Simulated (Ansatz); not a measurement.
GaGeO₃:
```cif
data_GaGeO3
_chemical_formula_sum 'Ga1 Ge1 O3'
_space_group_name_H-M_alt 'P4mm'
_space_group_IT_number 99
_space_group_name_Hall 'P 4 -2'
_cell_length_a 3.45209
_cell_length_b 3.45209
_cell_length_c 4.68958
_cell_angle_alpha 90.000
_cell_angle_beta 90.000
_cell_angle_gamma 90.000
loop_
_atom_site_label
_atom_site_type_symbol
_atom_site_symmetry_multiplicity
_atom_site_Wyckoff_symbol
_atom_site_fract_x
_atom_site_fract_y
_atom_site_fract_z
_atom_site_occupancy
Ga1 Ga 1 b 0.50000 0.50000 0.61420 1
Ge1 Ge 1 a 0.00000 0.00000 0.20944 1
O1 O 2 c 0.00000 0.50000 0.43596 1
O2 O 1 b 0.50000 0.50000 0.99465 1
```

Relaxed at zero pressure with LDA (plane waves, PAW; program Ansatz).

**Question.** The volume is raised by 3 % and shape and atoms relax at that volume. What pressure results, and how do the axes share the change?

**Answer.** -3.5 GPa; a 0.8 %, b 0.8 %, c 1.3 %; the energy rises by 4 meV/atom.

**Question.** Give the new structure.

**Answer.** 
Space group P4mm (No. 99); a = b = 3.4808 Å, c = 4.7510 Å, α = β = γ = 90.00°

```tsv
atom	site	symmetry	x	y	z
Ga	1b	4mm	0.5000	0.5000	0.6134
Ge	1a	4mm	0.0000	0.0000	0.2134
O	2c	2mm.	0.0000	0.5000	0.4365
O	1b	4mm	0.5000	0.5000	0.9904
```

The phase is kept; no other phase was compared at this pressure.

The start of the workflow was typed in or built on a structure type; neither database checked (COD, Materials Project) lists it. Its standing as an ambient phase is unchecked. The LDA relaxation kept the symmetry of its start. At this level the phase is dynamically unstable (imaginary phonons). A crystal of weakly bound units computed without a dispersion correction: the cell and the soft elastic constants depend strongly on that.

Potentials: the later of the program's two PAW sets.
